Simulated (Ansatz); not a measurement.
**Calculated 55Mn nuclear quadrupole resonance for MnC₅IO₅**

Cell: a COD entry, its atoms then relaxed with PBE in this cell.

```cif
data_MnC5IO5
_symmetry_space_group_name_H-M 'Cmcm'
_symmetry_Int_Tables_number 63
_cell_length_a 7.4783
_cell_length_b 10.8100
_cell_length_c 10.7310
_cell_angle_alpha 90.000
_cell_angle_beta 90.000
_cell_angle_gamma 90.000
loop_
_atom_site_label
_atom_site_type_symbol
_atom_site_symmetry_multiplicity
_atom_site_Wyckoff_symbol
_atom_site_fract_x
_atom_site_fract_y
_atom_site_fract_z
Mn Mn 4 c 0.5000 0.3545 0.7500
C3 C 4 c 0.5000 0.1877 0.7500
C5 C 16 h 0.8228 0.8658 0.6300
I I 4 c 0.5000 0.6051 0.7500
O15 O 4 c 0.5000 0.0811 0.7500
O17 O 16 h 0.7107 0.8745 0.5579
```

One atom of each set is listed; the run and its k-mesh use a cell of 24 atoms with edges of 6.57, 6.57, 10.73 Å.

The numbers come from a DFT calculation in Ansatz (PBE, plane waves and PAW, scalar-relativistic, collinear spin, 420 eV cutoff, Γ-centred 6×6×3 k-points, Fermi–Dirac smearing 0.05 eV). Start moments as typed (μB): 4 on each Mn, none on the rest.

55Mn: I = 5/2, Q = 330.0 mb (year-2017 value). Static lattice, zero field.

Task: The simulated lines lie at 4.41, 8.81 MHz. What are |C_Q|, η and |V_zz| at Mn?

Result: For I = 5/2 and η = 0 the lines are 3|C_Q|/20 and twice that; η pulls their ratio below 2. Here |C_Q| = 29.4 MHz, η = 0.03 and |V_zz| = 3.68 × 10²¹ V/m². The calculation gives V_zz positive; the lines don't show the sign. The site has 5 C at 1.80–1.85 Å.

The database entry as given showed forces above 3 eV/Å or a pressure above 30 GPa, though relaxing it moves no atom far. The start moments die out, and the run ends without spin.
